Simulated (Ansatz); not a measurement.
This run works on a proposed trial structure, not on a known crystal.

Input and command of a plane-wave DFT calculation in Ansatz:

```yaml
crystal:
  lattice:
    - [3.5779160007, 0.0, 0.0]
    - [-1.7889580004, 3.0985661492, 0.0]
    - [0.0, 0.0, 8.4291371705]
  atoms:
    - { symbol: Mg, position: [0.0, 0.0, 0.0266377619] }
    - { symbol: Ge, position: [0.3333333333, 0.6666666667, 0.308459568] }
    - { symbol: Ge, position: [0.6666666667, 0.3333333333, 0.5102681955] }
    - { symbol: Ge, position: [0.0, 0.0, 0.6927284646] }
    - { symbol: "N", position: [0.3333333333, 0.6666666667, 0.0929060101] }
basis:
  ecutwfc: 500
kpoints:
  mp_grid: { grid: [12, 12, 4] }
  band_path:
    path:
      - [[0.0, 0.0, 0.0], [0.5, 0.0, 0.0], [0.33333333, 0.33333333, 0.0], [0.0, 0.0, 0.0], [0.0, 0.0, 0.5], [0.5, 0.0, 0.5], [0.33333333, 0.33333333, 0.5], [0.0, 0.0, 0.5]]
      - [[0.5, 0.0, 0.5], [0.5, 0.0, 0.0]]
      - [[0.33333333, 0.33333333, 0.5], [0.33333333, 0.33333333, 0.0]]
    npoints: 14
hamiltonian:
  xc: r2scan
scf:
  occupations: { method: gaussian, width: 0.1 }
  n_extra_bands: 12
output:
  forces: true
  stress: true
  eigenvalues: true
  populations: true
  dos: { projected: true, de: 0.02, nscf_kmesh: { grid: [15, 15, 5] } }
  bader: true
  write_density: true
  write_potential: true
  elf: true
  volumetric_format: npy
```

```bash
ansatz run input.yaml --threads 1 --pin off --max-ram 2560MiB --backend cpu --events-out ev --progress --plain --runs-dir out
```

Processor: Intel(R) Xeon(R) Processor @ 2.50GHz (Skylake/Cascade Lake), 1 thread, on a host shared with other jobs.

Q: Estimate time, memory and problem size.

A: About 5.5 min, peak memory 0.8 GiB. It solves 41 bands at 69 k points (after reduction by symmetry) with about 2395 plane waves, in 7 SCF iterations.
